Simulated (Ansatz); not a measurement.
AgI (rock salt, Fm-3m), a = b = c = 5.900 Å, α = β = γ = 90.00°; the cell used has 2 atoms.

This is the LDA-relaxed structure.

Question: All from LDA (plane waves, PAW; program Ansatz), unless another level is named. Give the Born charges (a third of the trace).

Answer: Ag +1.66, I -1.66 e.

Question: Give the static dielectric constant ε0 (ions relaxed, cell fixed).

Answer: 16.9.

Question: What about the electronic dielectric constant ε∞ (DFPT)?

Answer: 8.76.

This is a known high-pressure phase of the composition, computed here at zero pressure and temperature. The LDA relaxation kept the symmetry of its start; phonons on a q-mesh show weakly imaginary modes. The run is not spin-polarised. Spin–orbit coupling is left out wherever it is not named.

Potentials: the later of the program's two PAW sets.
